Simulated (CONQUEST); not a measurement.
Set-up for a self-consistent single point of GaN (P6_3mc, 8 atoms in the cell; from Materials Project mp-804, changed as shown).

```
GaN
1.0
    3.18893     0.00000     0.00000
    0.00000     5.52339     0.00000
    0.00000     0.00000     5.29621
Ga N
4 4
Cartesian
  1.59447   0.92057   2.64323
  0.00000   1.84113   5.29133
  0.00000   3.68226   2.64323
  1.59447   4.60282   5.29133
  1.59447   0.92057   4.63905
  0.00000   1.84113   1.99095
  0.00000   3.68226   4.63905
  1.59447   4.60282   1.99095
```

Method: PBE, numerical atomic orbitals double-zeta with polarisation (the shipped basis), PseudoDojo norm-conserving potentials made for PBE (CONQUEST).

CONQUEST settings:

| key | value |
|---|---|
| basis | DZP |
| Diag.MPMeshX, Y, Z | 5 3 3 |
| potentials | PseudoDojo norm-conserving PBE |
| Grid.GridCutoff | 175 Ha |
| DM.SolutionMethod | diagon |
| Diag.kT | 0.000367 Ha |
| Diag.GammaCentred | true |
| minE.SCTolerance | 1.0e-07 |
| SC.MaxIters | 100 |
| SC.LinearMixingFactor | 0.3 |
| AtomMove.TypeOfRun | static |

**Question.** Estimate, at this level of theory: pressure and largest force (vector length).

**Answer.** The run gave:

| Property | Result |
|---|---|
| Pressure | 5.11 GPa |
| Largest force (vector length) | 0.224 eV/Å |

For comparison: a first run was changed to give this one (lattice vector c scaled by 1.02), and from it to this one the free energy goes down by 6.4 meV/atom, the pressure goes from 8.94 to 5.11 GPa and the largest force goes from under 0.1 to 0.22 eV/Å.

The program uses no crystal symmetry, so grid and mesh can part values that symmetry would make equal. The atom-centred basis is finite, which shifts total energies, pressures and forces against plane waves. The structure comes from a collection of computed structures, made at another level of theory; the collection holds predicted forms beside known ones.

Cost on one core: about 80 core-seconds (a rough figure).
